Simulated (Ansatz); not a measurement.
Relaxed-ion elastic tensor of NaCl (CsCl type, Pm-3m) in GPa (Voigt order), DFT-PBEsol in the program Ansatz with PAW potentials; density 2.37 g/cm³, 20.48 Å³ per atom.

```
81.9   2.0   2.0   0.0   0.0   0.0
 2.0  81.9   2.0   0.0   0.0   0.0
 2.0   2.0  81.9   0.0   0.0   0.0
 0.0   0.0   0.0  -0.9   0.0   0.0
 0.0   0.0   0.0   0.0  -0.9   0.0
 0.0   0.0   0.0   0.0   0.0  -0.9
```

Q: Is the crystal mechanically stable?

A: On the edge, within the error: the smallest eigenvalue of C is -0.9 GPa.

This is a known high-pressure phase of the composition, computed here at zero pressure and temperature. The cell was relaxed with PBEsol under the symmetry of its start. At this level the phase is dynamically unstable (imaginary phonons).

Potentials: the earlier of the program's two PAW sets.
